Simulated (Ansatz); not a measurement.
Total density of states per atom from the program Ansatz at the PBE level (PAW), in 0.25 eV bins, energy from the Fermi level:

```
E (eV) | states/eV/atom
    -6.95 |  0.00
    -6.70 |  0.03
    -6.45 |  0.05
    -6.20 | # 0.07
    -5.95 | # 0.09
    -5.70 | # 0.11
    -5.45 | # 0.14
    -5.20 | ## 0.18
    -4.95 | ####### 0.75
    -4.70 | ############## 1.51
    -4.45 | ###################### 2.37
    -4.20 | #################### 2.23
    -3.95 | ################# 1.87
    -3.70 | ############# 1.46
    -3.45 | ################ 1.72
    -3.20 | ############### 1.69
    -2.95 | ################# 1.87
    -2.70 | ################### 2.08
    -2.45 | ############################## 3.27
    -2.20 | #################### 2.16
    -1.95 | ################ 1.79
    -1.70 | ############### 1.66
    -1.45 | ################### 2.09
    -1.20 | ################### 2.11
    -0.95 | ################ 1.78
    -0.70 | ############### 1.67
    -0.45 | ################# 1.84
    -0.20 | ######################## 2.67
     0.05 | ################### 2.12
     0.30 | ##### 0.53
     0.55 | ## 0.24
     0.80 | ## 0.24
     1.05 | ## 0.25
     1.30 | ## 0.25
     1.55 | ## 0.25
     1.80 | ## 0.26
     2.05 | ## 0.25
     2.30 | ## 0.26
     2.55 | ## 0.26
     2.80 | ## 0.26
     3.05 | ## 0.26
     3.30 | ## 0.26
     3.55 | ## 0.26
     3.80 | ## 0.26
     4.05 | ## 0.25
     4.30 | ## 0.24
     4.55 | ## 0.23
     4.80 | ## 0.22
```

Question: Pick the material that matches.
A. As, A7 (α-As type)
B. Pd, fcc (Cu type)
C. La, dhcp (α-La type)
D. TiS2, CdI2 type

Answer: B, Pd, fcc (Cu type). Within 0.5 eV of the Fermi level: Pd 4d 93 %, outside the projected shells 7 %. Projections are on Löwdin-orthogonalised atomic valence shells; empty p or d shells of many metals are not among them.

Space group Fm-3m (fcc (Cu type)). The PBE relaxation kept the symmetry of its start. No spin polarisation was allowed. Spin–orbit coupling is left out wherever it is not named.

Potentials: the earlier of the program's two PAW sets.
